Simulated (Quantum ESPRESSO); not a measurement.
```xyz
6
Lattice="-2.4773 2.4773 3.6557 2.4773 -2.4773 3.6557 2.4773 2.4773 -3.6557" Properties=species:S:1:pos:R:3 pbc="T T T"
O      0.4796     1.2386     0.9139
O     -1.2386     1.9977     2.7418
O     -0.4796     3.7159     0.9139
O      1.2386     2.9568     2.7418
Si     0.0000     0.0000     0.0000
Si     0.0000     2.4773     1.8278
```

The geometry is that of Materials Project entry mp-546794, symmetrised and not relaxed again.

What does PBEsol (Quantum ESPRESSO, PseudoDojo norm-conserving, 84 Ry, without SOC) give for the electronic structure near the Fermi level?

The PBEsol gap is direct, 5.93 eV at Γ. 

This is not the ordinary phase of the substance; no match was found in the copy of COD used, and its stability was not checked.
